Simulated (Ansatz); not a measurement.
# SCF log, NiO

We look at NiO: an experimental structure (space group Fm-3m, primitive cell doubled), with 4 atoms per cell. Source: COD entry 4320502; it may be a high-temperature, high-pressure or metastable form.

All numbers below come from Ansatz development build ahead of 0.2.0, DFT, PBE+U, PAW, plane waves, scalar-relativistic.

Input file:

```yaml
crystal:
  lattice:
    - [0.0, 2.09932, 2.09932]
    - [2.09932, 0.0, 2.09932]
    - [4.19864, 4.19864, 0.0]
  atoms:
    - { symbol: Ni, position: [0.0, 0.0, 0.0], spin: 2.0 }
    - { symbol: Ni, position: [0.0, 0.0, 0.5] }
    - { symbol: O, position: [0.5, 0.5, 0.25] }
    - { symbol: O, position: [0.5, 0.5, 0.75] }
magnetization:
  spin_polarized: true
hamiltonian:
  xc: pbe
  pseudopotentials: { kind: paw }
  hubbard: { sites: [{ species: Ni, l: d, u_eff: 6.9 }] }
basis:
  ecutwfc: 420
kpoints:
  mp_grid: { grid: [8, 8, 4] }
scf:
  occupations: { method: fermi_dirac, width: 0.05 }
  lower_state_search: "off"
output:
  forces: true
  stress: true
```

What the program printed (shortened):

```
Ni: projections on atomic orbitals take those of the free atom [Ne] 3s2 3p6 3d8 4s2, of charge +0.00 (hamiltonian.pseudopotentials.projection_atoms); the dataset's partial waves leave at most 1.6e-6 of an orbital's norm unspanned inside its sphere
O: projections on atomic orbitals take those of the free atom [He] 2s2 2p4, of charge +0.00 (hamiltonian.pseudopotentials.projection_atoms); the dataset's partial waves leave at most 1.9e-8 of an orbital's norm unspanned inside its sphere
Pseudopotentials: kind: paw
Pseudopotential: Ni, paw, valence charge 18, recommended cutoff 420 eV (normal), Ni.paw.azcp
Pseudopotential: O, paw, valence charge 6, recommended cutoff 420 eV (normal), O.paw.azcp
Functional definition: PBE
Crystal: 4 atoms, lattice volume = 37.008 Å³
Basis set: ecut = 420 eV, 707 PW (Γ), exchange–correlation on 40×40×80 points (8 copies of the dense FFT grid, shifted against one another)
Bands: 30, of which v1, the nominal top of the filled ones, is band 24 counted from 1 (23 counted from 0)
Symmetry: 12 space group operations
Space group: R-3m (ITA 166), of the structure as read, at distance tolerance 3.3e-5 Å
Magnetic group: BNS 166.97 (UNI 1327), of the structure as read, at distance tolerance 3.3e-5 Å
k-points: 35 of 256
Non-local potential: Ni, projectors of the file, l = 0: 3, l = 1: 2, l = 2: 3, l = 3: 1
Non-local potential: O, projectors of the file, l = 0: 2, l = 1: 2, l = 2: 1
Initial density: superposition of atomic densities (chi_scale 0.1, normalization cell, long waves kept (reshape's long-wave potential 0.00 eV rms))
Starting moments: Σ|m| = 2 μB on 1 of 4 sites
Initial wavefunctions: pseudopotential atomic-orbital guess
Functional: x = pbe(κ = 0.804, μ = 0.2195149727645171), c = pbe(β = 0.06672455060314922)
SCF iter   1: F=—  HF=-12813.042905 eV  |F-HF|=—  |Δ(HF+E_count)|=         —  Δρ=3.36e-1 (↑2.00e-1 ↓3.36e-1)  dr2=7.24e1  dr2_m=4.72e0  M=0.507 μB ∫|m|=0.596 μB  β_m=0.30  ethr=3.10e-3  ⟨swp⟩=5.5  Hψ=7202  notcnv=0
preconditioner: auto → Kerker (q_TF=auto, 2.849 Å⁻¹)  [metal: Δε(μ)=0.016 eV  Ē_g=13.166 eV  σ=0.050 eV  W_gap=0.08  n_scr=16 (ndim 8)  ℏωp=34.5 eV  f_vac=0.000  D(μ)=2.79/eV (n_scr^D=28)]
spin=Collinear: Kerker preconditioning applied to the charge; magnetization (m = ρ↑ − ρ↓) channel mixes plain (no charge-response kernel on spin).
SCF iter   2: F=—  HF=-12804.198202 eV  |F-HF|=—  |Δ(HF+E_count)|=    8.84e0  Δρ=6.96e-2 (↑6.96e-2 ↓6.75e-2)  dr2=2.41e0  dr2_m=6.39e-1  M=1.218 μB ∫|m|=2.015 μB  β_m=0.30  ethr=3.10e-3  ⟨swp⟩=4.0  Hψ=5728  notcnv=0  defer=18
SCF iter   3: F=—  HF=-12804.856916 eV  |F-HF|=—  |Δ(HF+E_count)|=   6.59e-1  Δρ=9.47e-2 (↑9.47e-2 ↓9.11e-2)  dr2=1.17e0  dr2_m=2.30e0  M=0.301 μB ∫|m|=2.294 μB  β_m=0.30  ethr=3.10e-3  ⟨swp⟩=2.6  Hψ=3932  notcnv=0  defer=36
SCF iter   4: F=—  HF=-12805.976354 eV  |F-HF|=—  |Δ(HF+E_count)|=    1.12e0  Δρ=9.89e-2 (↑9.89e-2 ↓8.91e-2)  dr2=4.87e-1  dr2_m=2.65e0  M=0.006 μB ∫|m|=2.997 μB  β_m=0.30  ethr=2.43e-3  ⟨swp⟩=2.3  Hψ=3379  notcnv=0  defer=28
SCF iter   5: F=—  HF=-12807.315605 eV  |F-HF|=—  |Δ(HF+E_count)|=    1.34e0  Δρ=8.49e-2 (↑5.12e-2 ↓8.49e-2)  dr2=4.95e-1  dr2_m=1.48e0  M=0.000 μB ∫|m|=3.105 μB  β_m=0.30  ethr=1.01e-3  ⟨swp⟩=3.1  Hψ=4479  notcnv=0  defer=29
Mixer restart at iter 5: flushing history
spin-set hold released at iteration 5 (the charge has settled, or the pull on large starting moments outlasts its swing): the magnetisation degrees of freedom join the quasi-Newton model from the next iteration; the mixer history was flushed
SCF iter   6: F=—  HF=-12807.952573 eV  |F-HF|=—  |Δ(HF+E_count)|=   6.37e-1  Δρ=7.76e-2 (↑7.76e-2 ↓5.31e-2)  dr2=3.20e-1  dr2_m=1.41e0  M=0.000 μB ∫|m|=3.351 μB  β_m=0.65  ethr=1.01e-3  ⟨swp⟩=2.6  Hψ=4113  notcnv=0  defer=78
[... 4 iterations left out ...]
SCF iter  11: F=—  HF=-12809.405156 eV  |F-HF|=—  |Δ(HF+E_count)|=   1.51e-3  Δρ=4.90e-4 (↑4.90e-4 ↓4.67e-4)  dr2=9.60e-4  dr2_m=7.53e-6  M=0.000 μB ∫|m|=3.637 μB  β_m=0.79  ethr=1.95e-5  ⟨swp⟩=2.1  Hψ=3087  notcnv=0  defer=132
SCF iter  12: F=—  HF=-12809.404930 eV  |F-HF|=—  |Δ(HF+E_count)|=   2.26e-4  Δρ=6.07e-4 (↑6.07e-4 ↓2.54e-4)  dr2=1.46e-4  dr2_m=3.97e-5  M=0.000 μB ∫|m|=3.636 μB  β_m=0.90  ethr=2.00e-6  ⟨swp⟩=2.1  Hψ=3050  notcnv=0  defer=132
SCF iter  13: F=—  HF=-12809.404959 eV  |F-HF|=—  |Δ(HF+E_count)|=   2.94e-5  Δρ=3.29e-4 (↑2.86e-4 ↓3.29e-4)  dr2=6.68e-5  dr2_m=1.60e-5  M=0.000 μB ∫|m|=3.636 μB  β_m=0.93  ethr=3.04e-7  ⟨swp⟩=2.0  Hψ=3227  notcnv=0  defer=132
SCF iter  14: F=—  HF=-12809.404949 eV  |F-HF|=—  |Δ(HF+E_count)|=   1.04e-5  Δρ=6.22e-5 (↑6.22e-5 ↓5.64e-5)  dr2=3.20e-6  dr2_m=7.61e-7  M=0.000 μB ∫|m|=3.636 μB  β_m=0.97  ethr=1.39e-7  ⟨swp⟩=2.0  Hψ=2845  notcnv=0  defer=132
SCF iter  15: F=—  HF=-12809.404949 eV  |F-HF|=—  |Δ(HF+E_count)|=   1.50e-7  Δρ=4.11e-5 (↑4.11e-5 ↓2.24e-5)  dr2=1.30e-6  dr2_m=7.39e-8  M=0.000 μB ∫|m|=3.636 μB  β_m=0.98  ethr=6.68e-9  ⟨swp⟩=2.1  Hψ=3020  notcnv=0  defer=132
SCF iter  16: F=—  HF=-12809.404949 eV  |F-HF|=—  |Δ(HF+E_count)|=   1.22e-7  Δρ=1.42e-5 (↑1.23e-5 ↓1.42e-5)  dr2=1.70e-7  dr2_m=8.57e-9  M=0.000 μB ∫|m|=3.636 μB  β_m=0.95  ethr=2.71e-9  ⟨swp⟩=2.1  Hψ=2914  notcnv=0  defer=132
SCF iter  17: F=-12809.404949 eV  HF=-12809.404949 eV  |F-HF|=1.01e-8  |Δ(HF+E_count)|=   9.59e-9  Δρ=6.73e-6 (↑4.77e-6 ↓6.73e-6)  dr2=1.87e-8  dr2_m=2.49e-9  M=0.000 μB ∫|m|=3.636 μB  ethr=2.08e-10  ⟨swp⟩=4.0  Hψ=6785  notcnv=0
SCF 1 converged in 17 iterations: F = -12809.404949 eV  dr2 = 1.87e-8
  greatest PAW one-centre occupation: 1.002 electrons in one spin orbital (limit 2), on the Ni atom at site 0 (counted from 0), in its partial waves of l = 1
SCF converged after 17 iterations
Magnetization: 0.0000 μB (24.0000 up, 24.0000 down)
Absolute magnetization: 3.6337 μB (∫|ρ↑−ρ↓|, with the PAW one-centre terms)
Spin contamination: 1.9385 ħ² per cell (⟨S²⟩ above its minimum at these occupations)
Per-site moments (μB) at R_I (Å): [(1.6914, 0.8659), (-1.6914, 0.8659), (-5.2824e-6, 0.8659), (-5.2824e-6, 0.8659)]
Free energy (F): -12809.404949 eV
Harris-Foulkes:  -12809.404949 eV  (|F-HF|=1.01e-8)
Internal energy: -12809.404949 eV  (E = F + TS)
E sigma→0 (E₀):  -12809.404949 eV
Fermi energy:    14.283239 eV
--- Per-component energies (eV) ---
  E_band       = -733.688978
  E_kinetic    = 899.608832
  E_local      = -8028.123120  (includes V_loc(G=0)·N_el)
  E_nonlocal   = 1379.993414
  E_hartree    = 3295.949755
  E_xc         = -312.160182
  E_vxc        = -400.384806  (∫ρ·V_xc dr)
  E_hubbard    = 1.781142  (on-site DFT+U / exact-exchange correction)
  E_vhub       = -53.409503  (the Hubbard potential's part of the band-sum identity)
  E_paw        = -3578.470683  (= ΣΔE_a)
  E_vpaw       = -1123.271957  (= ΣTr[D̂ρ^β])
  E_aug_tail   = 0.005898  (compensation charges beyond the density's cutoff)
  E_ewald      = -6467.990005
  E_smearing   = -0.000000  (= −TS)
  E_closure    = -0.000000  (closes the sum)
  Σ components = -12809.404949   (vs F -12809.404949, Δ=0.00e0)
--- Forces (eV/Å), atoms counted from 1 ---
  atom   1  Ni    -0.00000000    -0.00000000    -0.00000000
  atom   2  Ni     0.00000000    -0.00000000     0.00000000
  atom   3  O      0.00003873     0.00003873    -0.00003873
  atom   4  O     -0.00003873    -0.00003873     0.00003873
  max |Σ_I F_I| component: 0.00e0 eV/Å
--- Stress (GPa, compression-positive) ---
        8.160672      -0.082747       0.082747
       -0.082747       8.160672       0.082747
        0.082747       0.082747       8.160672
  P = ⅓ Tr σ = 8.1607 GPa (81.607 kbar)
```

Among 15 converged runs of this cell from various starts and settings, this end is the lowest found.

The log names the space group R-3m, not the crystal's Fm-3m, as the starting moments make like atoms unequal.

A static U favours moments and orbital order; the result depends on U and need not be the measured state. The program warns that the starting moments weren't kept.

The run took 4.7 s on 2 threads of Arm Neoverse V1, on a shared host, peak memory 0.38 GiB.
